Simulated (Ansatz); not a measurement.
WC (WC type, space group P-6m2)

Space group P-6m2 (No. 187); a = b = 2.9220 Å, c = 2.8473 Å, α = β = 90.00°, γ = 120.00°

| atom | site | symmetry | x | y | z |
|---|---|---|---|---|---|
| W | 1a | -6m2 | 0.0000 | 0.0000 | 0.0000 |
| C | 1f | -6m2 | 0.6667 | 0.3333 | 0.5000 |

Grid over V/V₀ and (c/a)/(c/a)₀, subscript 0 meaning the relaxed cell; the conventional c axis lies along z; no internal relaxation.

Level of theory: PBE (plane waves to 420 eV, PAW, scalar-relativistic; Ansatz, a quantum-chemistry and plane-wave program). k mesh 18×18×16 (Γ-centred), Fermi-Dirac smearing 0.05 eV. E stands for the smeared free energy. With partly filled bands, the response to shear is sensitive to the k mesh, so small differences along c/a are uncertain. Spin-orbit coupling is left out, though W is heavy. The PAW data are Ansatz's earlier set. WC is run without spin polarisation. WC was relaxed with its symmetry unable to fall. The zero of ΔE is the relaxed starting cell.

Question: Estimate the ΔE (meV/atom) for all points of the grid V/V₀ = 0.920, 0.960, 1.000, 1.040, 1.080 by (c/a)/(c/a)₀ = 0.880, 0.940, 1.000, 1.060, 1.120.

Answer: ΔE (meV/atom), with V/V₀ across and (c/a)/(c/a)₀ down:

```tsv
(c/a)/(c/a)₀ \ V/V₀	0.920	0.960	1.000	1.040	1.080
0.880	414	311	260	253	280
0.940	175	92	60	69	113
1.000	94	22	0	19	71
1.060	138	70	52	75	130
1.120	281	212	193	214	268
```

(Under strain, the slope of the energy per volume gives the stress and its curvature an elastic modulus.)
